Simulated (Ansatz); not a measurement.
SrMgF4:
```xyz
12
Lattice="1.9648 -7.2405 0.0000 1.9648 7.2405 0.0000 0.0000 0.0000 5.6054" Properties=species:S:1:pos:R:3 pbc="T T T"
Sr     1.9648     2.3138     0.2203
Sr     1.9648    -2.3138     3.0230
Mg     1.9648    -6.0245     3.3347
Mg     1.9648     6.0245     0.5320
F      1.9648    -4.9032     1.7277
F      1.9648     4.9032     4.5304
F      1.9648     6.7301     2.4310
F      1.9648    -6.7301     5.2337
F      1.9648    -4.3135     4.4128
F      1.9648     4.3135     1.6101
F      1.9648     1.2424     3.4733
F      1.9648    -1.2424     0.6706
```

Relaxed with PBEsol. Special points in fractions of this cell's reciprocal vectors: Γ (0.000, 0.000, 0.000); Y (-0.500, 0.500, 0.000); C0 (-0.268, 0.732, 0.000); Σ0 (0.268, 0.268, 0.000); Z (0.000, 0.000, 0.500); A0 (0.268, 0.268, 0.500); E0 (-0.268, 0.732, 0.500); T (-0.500, 0.500, 0.500); S (0.000, 0.500, 0.000); R (0.000, 0.500, 0.500).

### Question
List the band energies nearest the valence-band maximum at these points for the program Ansatz at the PBEsol level (PAW).

### Answer
In eV from the valence-band maximum; about four levels below and three above (degenerate sets whole), none deeper than 8.9 eV; points with the same levels are listed once.

| k | below | above |
|---|---|---|
| Γ | -0.32 -0.26 -0.19 -0.04 | 6.80 8.99 9.64 |
| Y | -0.45 -0.34 -0.22 -0.18 | 7.78 8.27 9.38 |
| C0 | -0.24 -0.22 -0.16 -0.03 | 8.86 9.32 9.62 |
| Z | -0.45 -0.45 -0.15 -0.15 | 8.38 8.38 9.58 9.58 |
| A0 | -0.23 -0.23 -0.03 -0.03 | 9.17 9.17 9.66 9.66 |
| T | -0.42 -0.42 -0.21 -0.21 | 8.69 8.69 9.73 9.73 |
| S | -0.30 -0.21 -0.15 0.00 | 8.83 9.41 9.52 |
| R | -0.22 -0.22 -0.04 -0.04 | 9.15 9.15 9.70 9.70 |

Space group Cmc2_1. The workflow started from a Materials Project entry (that database holds measured and hypothetical structures alike); the Crystallography Open Database files this formula in space group No. 36, but the cells were not matched. Its standing as an ambient phase is unchecked. Symmetry was held in the PBEsol relaxation; of distortions, only those at the zone centre were tested. Scalar-relativistic: spin–orbit coupling is off unless named, which matters more the heavier the elements.

Potentials: the later of the program's two PAW sets.
